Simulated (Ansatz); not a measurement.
A generator proposed this cell of Ca2YGaC6N6.

```
Ca Y Ga C N
1.0
     0.00000    5.27600    5.27600
     5.27600    0.00000    5.27600
     5.27600    5.27600    0.00000
Ca Y Ga C N
2 1 1 6 6
Direct
  0.25000 0.25000 0.25000
  0.75000 0.75000 0.75000
  0.50000 0.50000 0.50000
  0.00000 0.00000 0.00000
  0.82032 0.17968 0.17968
  0.17968 0.82032 0.17968
  0.17968 0.17968 0.82032
  0.17968 0.82032 0.82032
  0.82032 0.17968 0.82032
  0.82032 0.82032 0.17968
  0.70944 0.29056 0.29056
  0.29056 0.70944 0.29056
  0.29056 0.29056 0.70944
  0.29056 0.70944 0.70944
  0.70944 0.29056 0.70944
  0.70944 0.70944 0.29056
```

Method: Ansatz 0.2.0, DFT PBE, scalar-relativistic, plane waves, PAW. Settings: cutoff 420 eV, Γ-centred mesh 4×4×4 on the computed 16-atom cell, Gaussian smearing of 0.10 eV; no spin polarisation.

The zero of energy is the elements' standard structures at the same level (N₂ as a molecule); no fitted shifts are applied.

Q: What does a single point on this coarse mesh give?

A: The pressure is 14.3 GPa (it wants to expand), the largest force is 1.55 eV/Å, and the energy is +0.48 eV/atom against the elements. The shortest distance is 1.17 Å.

Q: Is it a good guess?

A: A fair one: relaxing gains about 0.19 eV/atom (the start's value is from the coarse mesh, so the gain is rough) in 12 ionic steps and ends at +0.29 eV/atom on the finer mesh. The symmetry stays Fm-3m (No. 225). The volume per atom grows by 24.5 %, from 18.4 to 22.9 Å³. The shortest distance goes from 1.17 Å (C–N) to 1.18 Å (C–N). Conventional cell: a = 11.351 Å. Ca has 12 N at 4.04 Å and 12 C at 4.07 Å (long against covalent radii, as for large ions); around Y lie 6 N at 2.35 Å; Ga is surrounded by 6 C at 2.15 Å; around C lie 1 N at 1.18 Å, 1 Ga at 2.15 Å, 4 C at 3.03 Å, 1 Y at 3.53 Å, 4 N at 3.96 Å and 4 Ca at 4.07 Å; N has 1 C at 1.18 Å, 1 Y at 2.35 Å, 1 Ga at 3.32 Å, 4 N at 3.33 Å, 4 C at 3.96 Å and 4 Ca at 4.04 Å.

The last run used a 6×6×6 mesh for its 16-atom cell and Gaussian smearing of 0.10 eV. The reference form of C is held partly by dispersion forces, which this level lacks. The relaxation can't lower the symmetry of the start, and the grade says only how near the guess is to its own end. Symmetry constrained the relaxation, so the result can be a saddle point.
